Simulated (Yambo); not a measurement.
Given:

```
BP
1.0
    3.08451     0.00000     0.00000
   -1.54226     2.67127     0.00000
    0.00000     0.00000     5.11592
B P
2 2
Direct
  0.66667   0.33333   0.50066
  0.33333   0.66667   0.00066
  0.66667   0.33333   0.87434
  0.33333   0.66667   0.37434
```

Workflow: norm-conserving PBEsol (Quantum ESPRESSO, 76 Ry, scalar-relativistic), then G0W0 in Yambo (6×6×4 Γ-centred k mesh, 84 bands and a 8 Ry block in the screening, 84 bands in G with the Bruneval-Gonze terminator, plasmon pole fitted at 27.2 eV).

Q: Give the PBEsol and G0W0 gaps between the band edges found on this mesh, and say where the edges lie.

A: Edges: Γ → K. PBEsol: 0.40 eV; G0W0: 1.15 eV. Convergence of the G0W0 settings was not tested. 

Geometry strained from the cell relaxed with PBEsol, atoms relaxed again.

This is not the ordinary phase of the substance; no match was found in the copy of COD used, and its stability was not checked.
